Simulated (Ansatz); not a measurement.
WSe$_{2}$:
Space group P6₃/mmc (No. 194); a = 3.303 Å, b = 3.303 Å, c = 13.227 Å, α = 90.00°, β = 90.00°, γ = 120.00°

```
atom  site  symmetry       x       y       z
----  ----  --------  ------  ------  ------
W       2c      -6m2  0.3333  0.6667  0.2500
Se      4f       3m.  0.6667  0.3333  0.1242
```

Relaxed with r²SCAN+D4.

Give the optical modes at the zone centre with their infrared and Raman activity from DFPT, plane-wave PAW r²SCAN+D4 (Ansatz code).

Transverse frequencies, without the LO–TO term; a row sums one degenerate level.

```tsv
ω (cm⁻¹)	degeneracy	IR ((D/Å)²/amu)	Raman (Å⁴/amu)	activity
20	2	0.00	0.91	Raman
35	1	0.00	0	silent
175	2	0.00	0	silent
176	2	0.00	2.0	Raman
248	2	0.00	320	Raman
248	2	1.26	0	IR
251	1	0.00	0	silent
255	1	0.00	840	Raman
308	1	0.18	0	IR
310	1	0.00	0	silent
```

How high does the top mode go among those that the LO–TO term moves?

249 cm⁻¹ for q along x, 249 cm⁻¹ for q along y.

Space group P6_3/mmc. Symmetry was held in the r²SCAN+D4 relaxation; of distortions, only those at the zone centre were tested. No spin polarisation was allowed. Spin–orbit coupling is left out wherever it is not named.

Potentials: the later of the program's two PAW sets.
